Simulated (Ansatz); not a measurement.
MoSeS: computed property card

MoSeS:
```
MoSeS
1.0
    3.18308     0.00000     0.00000
   -1.59154     2.75663     0.00000
    0.00000     0.00000    12.40817
Mo Se S
2 2 2
Cartesian
  0.00000   1.83775   0.00000
  1.59154   0.91888   6.20408
  0.00000   1.83775   7.88574
  0.00000   1.83775   4.52243
  1.59154   0.91888   1.53393
  1.59154   0.91888  10.87424
```

Space group P-6m2 (No. 187); conventional cell a = 3.1831 Å, b = 3.1831 Å, c = 12.4082 Å, α = 90.00°, β = 90.00°, γ = 120.00°.

Method: plane-wave PAW LDA (Ansatz code). Geometry: relaxed at this level of theory. Other levels are named where they apply.

### Cell and energy

| Item | Result |
|---|---|
| Volume per atom | 18.15 Å³ |
| Density | 6.31 g/cm³ |
| Formation energy from the elements (no fitted shifts) | -0.86 eV/atom |

### Electronic structure

| Property | Value |
|---|---|
| Band gap | 0.69 eV (indirect) |
| Valence-band maximum | at Γ |
| Conduction-band minimum | at K (2 equivalent valleys) |
| Smallest direct gap on the standard path | 0.96 eV |
| Hole effective mass | 0.69, 0.69, 1.2 mₑ (principal values) |

### Dielectric response

| Property | Value |
|---|---|
| Electronic dielectric constant ε∞ (DFPT) | 16.4 (xx = yy), 8.24 (zz) |
| Static dielectric constant ε0 (ions relaxed, cell fixed) | 16.8 (xx = yy), 8.38 (zz) |
| Born charges (a third of the trace) | Mo -1.64 to -1.06, Se +0.80, S +0.55 e |
| Largest static χ(2) component | 8.4 pm/V |

### Phonons

| Item | Result |
|---|---|
| Highest zone-centre frequency (without LO–TO term) | 57.3 meV |
| Zone-centre stability | no imaginary mode at Γ |
| Dynamical stability on the path | stable (no imaginary branch) |
| Zero-point energy | 46.6 meV/atom |
| Vibrational entropy at 300 K | 24.7 J/(K·mol of atoms) |

The first step of the workflow began from a Materials Project structure, measured or hypothetical; the Crystallography Open Database copy checked does not list it. With Se and S taken as one species the cell has the higher symmetry P6_3/mmc, so it may be an ordered model of a mixed-site phase. Whether it is the stable phase at ambient conditions was not checked. The LDA relaxation kept the symmetry of its start. The run is not spin-polarised. A crystal of weakly bound layers computed without a dispersion correction: the cell and the soft elastic constants depend strongly on that. The references are the lowest solids computed at this level, not always the standard phases. Spin–orbit coupling is left out wherever it is not named.

Potentials: the later of the program's two PAW sets.
